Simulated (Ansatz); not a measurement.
A trial structure of B₂N₃O was built thus: random cell by space group and Wyckoff sites (P-4m2, No. 115). Lengths were set from tabulated atomic sizes, so they are only a guess.

```cif
data_structure
_symmetry_space_group_name_H-M 'P-4m2'
_symmetry_Int_Tables_number 115
_cell_length_a 3.1297
_cell_length_b 3.1297
_cell_length_c 5.7427
_cell_angle_alpha 90.000
_cell_angle_beta 90.000
_cell_angle_gamma 90.000
_cell_volume 56.25
loop_
_atom_site_label
_atom_site_type_symbol
_atom_site_symmetry_multiplicity
_atom_site_Wyckoff_symbol
_atom_site_fract_x
_atom_site_fract_y
_atom_site_fract_z
_atom_site_occupancy
B1 B 2 e 0.00000 0.00000 0.36008 1
N1 N 2 g 0.00000 0.50000 0.80801 1
N2 N 1 a 0.00000 0.00000 0.00000 1
O1 O 1 b 0.50000 0.50000 0.00000 1
```

Level of theory: Ansatz, DFT PBE, scalar-relativistic, plane waves, PAW. Cutoff 420 eV, Gaussian smearing, Γ-centred meshes. Cell and atoms relax first on a coarse mesh and then on a finer one. In between, the cell is made exact in the group found at 0.06 Å. In metals the finer mesh still leaves noise of several meV/atom or more. The steps can't lower the symmetry of their start. Collinear spin is switched on along the way, since trial moments persisted in a coarse test.

A guess keeps its type if space group and coordination stay and the shape of the cell changes little (axis ratios within about 15 %, angles within 6°); the volume may change.

Problem. Does this structure survive the relaxation?

Solution. It doesn't keep its type. The symmetry stays P-4m2 (No. 115). The volume per atom grows by 29.3 %, from 9.4 to 12.1 Å³. The shortest distance goes from 1.61 Å (B–B) to 1.32 Å (B–N). The ratio c/a of the conventional cell changes by a factor of 2.18. Counting neighbours within 15 % of an atom's shortest distance, the start has B 3, N 6, O 4 and the end B 2, N 2/4, O 4. In detail, at the end B is surrounded by 2 N at 1.32 Å; around N on a site of symmetry 2mm lie 2 B at 1.32 Å; O is surrounded by 4 N at 1.86 Å; 1 more site not described.

Space group P-4m2 (No. 115). a = 2.630 Å, b = 2.630 Å, c = 10.516 Å, α = 90.00°, β = 90.00°, γ = 90.00°
```csv
atom,site,symmetry,x,y,z
B,2e,2mm.,0.0000,0.0000,0.3026
N,2g,2mm.,0.0000,0.5000,0.6912
N,1a,-4m2,0.0000,0.0000,0.0000
O,1b,-4m2,0.5000,0.5000,0.0000
```

The zero of energy is the elements' standard structures at the same level (N₂, O₂ as molecules); no fitted shifts are applied.

Problem. At what energy does it end?

Solution. +0.73 eV/atom. The separate elements lie lower, so it is unstable against them.

The last run used collinear spin, a 14×14×4 mesh (in the run's order of axes) for its 6-atom cell and Gaussian smearing of 0.10 eV. Weakly bound directions are ill-defined at this level, which has no dispersion term. Symmetry constrained the relaxation, so the result can be a saddle point. Another cell of B2N3O relaxed alike but without spin, in R-3m, lies 0.59 eV/atom lower, so this cell isn't the stable form at this level.

In counts of neighbours, a slash parts the counts of unlike sites.
